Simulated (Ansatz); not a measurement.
NaAu₂:
```cif
data_Au4Na2
_chemical_formula_sum 'Na2 Au4'
_space_group_name_H-M_alt 'P 1'
_space_group_IT_number 1
_cell_length_a 5.55142
_cell_length_b 5.55142
_cell_length_c 5.55142
_cell_angle_alpha 60.000
_cell_angle_beta 60.000
_cell_angle_gamma 60.000
loop_
_space_group_symop_operation_xyz
  'x, y, z'
loop_
_atom_site_label
_atom_site_type_symbol
_atom_site_fract_x
_atom_site_fract_y
_atom_site_fract_z
_atom_site_occupancy
Na1 Na 0.50000 0.50000 0.50000 1
Na2 Na 0.75000 0.75000 0.75000 1
Au1 Au 0.12500 0.12500 0.12500 1
Au2 Au 0.62500 0.12500 0.12500 1
Au3 Au 0.12500 0.12500 0.62500 1
Au4 Au 0.12500 0.62500 0.12500 1
```

Relaxed with r²SCAN.

### Question
Tabulate the valence density and the electron localisation function along the shortest Au–Au contact (2.78 Å), the program Ansatz at the r²SCAN level (PAW).

### Answer


| distance from Au (Å) | density (e/Å³) | ELF |
|---|---|---|
| 0.28 | 11.90 | 0.69 |
| 0.42 | 9.11 | 0.62 |
| 0.56 | 6.33 | 0.57 |
| 0.69 | 3.90 | 0.51 |
| 0.83 | 1.97 | 0.43 |
| 0.97 | 0.91 | 0.34 |
| 1.11 | 0.56 | 0.27 |
| 1.25 | 0.40 | 0.25 |
| 1.39 | 0.36 | 0.25 |
| 1.53 | 0.39 | 0.25 |
| 1.67 | 0.56 | 0.27 |
| 1.80 | 0.91 | 0.34 |
| 1.94 | 1.96 | 0.43 |
| 2.08 | 3.89 | 0.51 |
| 2.22 | 6.33 | 0.57 |
| 2.36 | 9.11 | 0.62 |
| 2.50 | 11.90 | 0.69 |

The density is the valence pseudo-density with augmentation charge, so density and ELF within about 1 Å of a nucleus are not all-electron values.

Space group Fd-3m (cubic Laves (MgCu2 type)). The workflow started from an entry of the Crystallography Open Database (COD). Its standing as an ambient phase is unchecked. The cell was relaxed with r²SCAN under the symmetry of its start; its stability against distortions is not shown here. Scalar-relativistic: spin–orbit coupling is off unless named, which matters more the heavier the elements.

Potentials: the later of the program's two PAW sets.
